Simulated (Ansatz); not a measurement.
SiO2:
```
SiO2
1.0
   -4.45538     4.45538     2.60729
    4.45538    -4.45538     2.60729
    4.45538     4.45538    -2.60729
Si O
4 8
Cartesian
  1.57663   1.57663   0.00000
  2.87875   2.87875   2.60729
  2.87875  -2.87875   2.60729
 -2.87875   2.87875   2.60729
  2.22769   2.22769   1.30365
 -2.22769   2.22769   1.30365
  2.22769   2.22769  -1.30365
  2.22769  -2.22769   1.30365
  1.86179   0.00000   0.00000
  7.04898   0.00000   0.00000
  0.00000   1.86179   0.00000
  0.00000   7.04898   0.00000
```

Relaxed with LDA. Special points in fractions of this cell's reciprocal vectors: Γ (0.000, 0.000, 0.000); X (0.000, 0.000, 0.500); M (-0.500, 0.500, 0.500); Z (0.336, 0.336, -0.336); Z0 (-0.336, 0.664, 0.336); P (0.250, 0.250, 0.250); N (0.000, 0.500, 0.000).

### Question
List the band energies nearest the valence-band maximum at these points for LDA in the plane-wave PAW code Ansatz.

### Answer
In eV from the valence-band maximum; about four levels below and three above (degenerate sets whole), none deeper than 8.9 eV; points with the same levels are listed once.

```
k                                below                     above
-  -----------------------------------  ------------------------
Γ               -0.86 -0.69 -0.02 0.00            5.35 8.24 8.46
X              -0.47 -0.39 -0.39 -0.25            6.47 6.88 8.56
M          -1.04 -1.04 -0.18 0.00 0.00            7.45 7.59 7.59
Z  -1.35 -1.35 -1.34 -0.52 -0.52 -0.15  7.84 8.38 8.41 8.42 8.42
P              -0.76 -0.76 -0.55 -0.34       7.75 7.86 8.09 8.09
N              -1.13 -0.79 -0.60 -0.25            7.60 7.60 8.55
```

Space group I4/mmm. The workflow started from a Materials Project entry (that database holds measured and hypothetical structures alike); the Crystallography Open Database copy checked does not list it. It is not the phase usual at ambient conditions (space group No. 92, 152, 154). Symmetry was held in the LDA relaxation. At this level the phase is dynamically unstable (imaginary phonons).

Potentials: the later of the program's two PAW sets.
